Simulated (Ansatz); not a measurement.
According to LDA (plane waves, PAW; program Ansatz), HfSi2 in the orthorhombic phase (Cmcm; Si on 4c, Si on 4c, Hf on 4c) relaxes to a = 3.621 Å, b = 14.241 Å, c = 3.611 Å. Its formation energy from the elements is -0.67 eV/atom, with no fitted shifts.

Electronic character: metallic (no gap).

The bulk modulus is 142 GPa. The highest mode at Γ lies at 449 cm⁻¹.

Symmetry was held in the LDA relaxation; of distortions, only those at the zone centre were tested. The run is not spin-polarised. As this level gives no gap, phonon frequencies hold no LO–TO term and depend on the k-mesh and smearing (Fermi–Dirac, 0.1 eV here). The references are the lowest solids computed at this level, not always the standard phases. Scalar-relativistic: spin–orbit coupling is off unless named, which matters more the heavier the elements.

Potentials: the later of the program's two PAW sets.
